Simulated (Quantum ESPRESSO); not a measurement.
# Computed records: Hf3ScIn2Mo2, In3CuAgSnMo2, Zr2TiAl5

Computed with Quantum ESPRESSO 7.5. Calculation on a made-up metal alloy cell, not a measurement, the site pattern found by running every listed pattern: no spin or spin-orbit, unrelaxed, 2900 K smearing, stress positive in tension, cell energy less fitted offsets; periodic Kohn-Sham density functional theory in plane waves with PseudoDojo standard norm-conserving scalar-relativistic pseudopotentials, each functional with its own files (v0.5 for PBE, v0.4.1 for LDA and PBEsol), eight atoms on drawn sites of a strained close-packed or body-centred lattice, each displaced and held fixed; the energy is the cell's free energy, ions and the entropy term -TS included, at the stated Fermi-Dirac width, less a fixed offset for each atom's element (shifted free energy); compositions with an open d shell lost a parallel starting moment in a cheaper test run, and other magnetic orders were not tried; an error bar is the largest change of its kind in a tighter rerun, never given below 0.002 eV, 0.02 GPa or 0.003 eV/angstrom, and covers cutoff and k-mesh only, not smearing or the files.

Settings shared by all entries: functional pbe; fermi dirac smearing 0.25 eV; electrons removed 0.

Notes on all entries: a spin test at this wide smearing found no moment, but such smearing suppresses magnetism that the real alloy may have; lattice, volume and sites are drawn at random and may be unstable or far from any real phase; energies are for the whole cell, less offsets fitted to these runs, so they are not formation energies.

(1) Hf3ScIn2Mo2

* lattice type: face-centred cubic
* cutoff: 1088 eV
* computed entropy term negative ts: -1.838 eV
* computed pressure: -0.83 GPa
* computed stress xx: 1.43 GPa
* computed stress yy: 0.68 GPa
* computed stress zz: 0.39 GPa
* computed stress yz: -1.01 GPa
* computed stress xz: 0.19 GPa
* computed stress xy: -0.1 GPa
* k mesh: 8 x 4 x 3 shifted half a step off Gamma on each axis
* computed shifted free energy: -0.306 eV
* found pattern: 3

Cell:
```csv
vector,x (Å),y (Å),z (Å)
a,0,-2.1811,-2.1811
b,-6.5433,-2.1811,0
c,-2.1811,4.3622,-6.5433
```

Atoms:
```csv
atom site,atom x (Å),atom y (Å),atom z (Å),pattern 1 element,pattern 2 element,pattern 3 element,pattern 4 element,pattern 5 element,pattern 6 element
1,0.0123,-0.0685,-0.0575,Sc,Sc,Sc,Mo,Sc,In
2,-2.0969,2.2559,-4.4073,Hf,Hf,Hf,In,Hf,Sc
3,-2.2098,-0.0259,-2.1812,Hf,Mo,Mo,Hf,Mo,Mo
4,-4.4046,2.2116,-6.5602,In,Hf,Hf,Mo,Hf,In
5,-4.39,-0.016,-4.375,Mo,In,In,In,In,Hf
6,-4.3623,-2.1335,-2.2178,Mo,Hf,Mo,Sc,In,Hf
7,-6.524,0.0128,-6.5244,Hf,Mo,In,Hf,Mo,Hf
8,-6.5326,-2.2462,-4.4022,In,In,Hf,Hf,Hf,Mo
```

Offsets:
```csv
element,energy per atom (eV)
Hf,-1535.13
In,-1808.02
Mo,-1911.95
Sc,-1317.21
```

Computed forces:
```csv
site,x (eV/Å),y (eV/Å),z (eV/Å)
1,0.176,0.804,-0.493
2,-0.884,-0.894,0.797
3,-0.239,-0.193,0.102
4,-0.67,0.653,-0.725
5,1.22,-0.257,0.232
6,0.648,0.196,-0.305
7,-0.225,0.463,-0.638
8,-0.028,-0.773,1.03
```

Found structure:
```xyz
8
Lattice="0.0000 -2.1811 -2.1811 -6.5433 -2.1811 0.0000 -2.1811 4.3622 -6.5433" Properties=species:S:1:pos:R:3 Hf3ScIn2Mo2
Sc     0.0123    -0.0685    -0.0575
Hf    -2.0969     2.2559    -4.4073
Mo    -2.2098    -0.0259    -2.1812
Hf    -4.4046     2.2116    -6.5602
In    -4.3900    -0.0160    -4.3750
Mo    -4.3623    -2.1335    -2.2178
In    -6.5240     0.0128    -6.5244
Hf    -6.5326    -2.2462    -4.4022
```

Notes: heavy elements are run without spin-orbit coupling, which real alloys of them have; error bars: energy 0.003 eV, stress 0.02 GPa, force 0.003 eV/Å, from a tighter rerun of this or a related cell; largest difference from nearest other candidate 325 error bars.

(2) In3CuAgSnMo2

* lattice type: hexagonal close-packed
* cutoff: 1252 eV
* computed entropy term negative ts: -1.058 eV
* computed pressure: 7.64 GPa
* computed stress xx: -7.36 GPa
* computed stress yy: -6.6 GPa
* computed stress zz: -8.98 GPa
* computed stress yz: -0.27 GPa
* computed stress xz: 0.09 GPa
* computed stress xy: -2.09 GPa
* k mesh: 5 x 5 x 4 shifted half a step off Gamma on each axis
* computed shifted free energy: 0.448 eV
* found pattern: 1

Cell:
```csv
vector,x (Å),y (Å),z (Å)
a,-0.0218,0.0337,-4.689
b,-0.0073,5.104,-0.037
c,6.0491,-0.0084,0.0277
```

Atoms:
```csv
atom site,atom x (Å),atom y (Å),atom z (Å),pattern 1 element,pattern 2 element,pattern 3 element,pattern 4 element,pattern 5 element,pattern 6 element
1,-0.0207,0.0069,-0.1017,In,In,Cu,Sn,Sn,Ag
2,3.0033,0.0531,-0.0242,Cu,Sn,Sn,In,In,In
3,1.4663,2.4728,-0.0193,Sn,Mo,In,Mo,Ag,In
4,4.5471,2.5628,0.0761,In,In,In,In,In,In
5,0.1615,1.6649,-2.3546,Mo,Cu,In,In,Mo,Sn
6,3.2001,1.7109,-2.3772,Ag,In,Mo,Mo,Mo,Cu
7,1.3799,4.3225,-2.4129,Mo,Ag,Mo,Ag,Cu,Mo
8,4.4635,4.2739,-2.2278,In,Mo,Ag,Cu,In,Mo
```

Offsets:
```csv
element,energy per atom (eV)
Ag,-4218.03
Cu,-5159.25
In,-1808.02
Mo,-1911.95
Sn,-2144.16
```

Computed forces:
```csv
site,x (eV/Å),y (eV/Å),z (eV/Å)
1,0.703,0.075,1.421
2,-0.294,-0.279,0.143
3,1.175,0.877,-0.079
4,-0.605,-0.726,-0.12
5,0.405,0.205,-0.276
6,-0.689,-0.507,0.226
7,0.128,0.067,-0.372
8,-0.823,0.289,-0.943
```

Found structure:
```xyz
8
Lattice="-0.0218 0.0337 -4.6890 -0.0073 5.1040 -0.0370 6.0491 -0.0084 0.0277" Properties=species:S:1:pos:R:3 In3CuAgSnMo2
In    -0.0207     0.0069    -0.1017
Cu     3.0033     0.0531    -0.0242
Sn     1.4663     2.4728    -0.0193
In     4.5471     2.5628     0.0761
Mo     0.1615     1.6649    -2.3546
Ag     3.2001     1.7109    -2.3772
Mo     1.3799     4.3225    -2.4129
In     4.4635     4.2739    -2.2278
```

Notes: the copper pseudopotential is less sure than most, with forces differing by about three percent and pressure by about two GPa from a second method on plain copper; the tin pseudopotential is less sure than most, with forces differing by about three percent from a second method on plain tin; error bars: energy 0.0062 eV, stress 0.02 GPa, force 0.0048 eV/Å, from a tighter rerun of this or a related cell; largest difference from nearest other candidate 275 error bars.

(3) Zr2TiAl5

- lattice type: hexagonal close-packed
- cutoff: 1143 eV
- computed entropy term negative ts: -1.339 eV
- computed pressure: -1.05 GPa
- computed stress xx: 0 GPa
- computed stress yy: 3.66 GPa
- computed stress zz: -0.5 GPa
- computed stress yz: 0.87 GPa
- computed stress xz: -0.33 GPa
- computed stress xy: 0.61 GPa
- k mesh: 10 x 5 x 3 shifted half a step off Gamma on each axis
- computed shifted free energy: 0.897 eV
- found pattern: 1

Cell:
```csv
vector,x (Å),y (Å),z (Å)
a,3.0313,0,0
b,1.5156,-2.6252,-4.8483
c,1.5156,7.8755,-4.8483
```

Atoms:
```csv
atom site,atom x (Å),atom y (Å),atom z (Å),pattern 1 element,pattern 2 element,pattern 3 element,pattern 4 element,pattern 5 element,pattern 6 element
1,0.1164,-0.0251,0.0222,Al,Al,Zr,Ti,Zr,Ti
2,1.3332,2.509,-4.7852,Al,Al,Al,Al,Zr,Al
3,1.6208,-0.919,-2.2745,Al,Zr,Al,Zr,Al,Al
4,2.9594,1.8733,-7.3519,Ti,Ti,Al,Al,Al,Zr
5,3.1212,5.3413,-4.9924,Zr,Al,Zr,Zr,Ti,Al
6,3.1911,0.0545,-4.7766,Al,Al,Al,Al,Al,Zr
7,3.0966,1.7437,-2.3104,Al,Al,Ti,Al,Al,Al
8,4.6121,4.4553,-7.3343,Zr,Zr,Al,Al,Al,Al
```

Offsets:
```csv
element,energy per atom (eV)
Al,-63.26
Ti,-1615.4
Zr,-1377.61
```

Computed forces:
```csv
site,x (eV/Å),y (eV/Å),z (eV/Å)
1,-0.127,1.07,-0.69
2,0.352,0.651,-0.363
3,0.003,1.306,-1.272
4,0.291,-1.291,1.011
5,-0.263,-0.93,1.72
6,-0.204,-0.35,-0.046
7,-0.033,0.239,0.071
8,-0.018,-0.693,-0.432
```

Found structure:
```xyz
8
Lattice="3.0313 0.0000 0.0000 1.5156 -2.6252 -4.8483 1.5156 7.8755 -4.8483" Properties=species:S:1:pos:R:3 Zr2TiAl5
Al     0.1164    -0.0251     0.0222
Al     1.3332     2.5090    -4.7852
Al     1.6208    -0.9190    -2.2745
Ti     2.9594     1.8733    -7.3519
Zr     3.1212     5.3413    -4.9924
Al     3.1911     0.0545    -4.7766
Al     3.0966     1.7437    -2.3104
Zr     4.6121     4.4553    -7.3343
```

Notes: error bars: energy 0.0046 eV, stress 0.07 GPa, force 0.0038 eV/Å, from a tighter rerun of this or a related cell; largest difference from nearest other candidate 222 error bars.
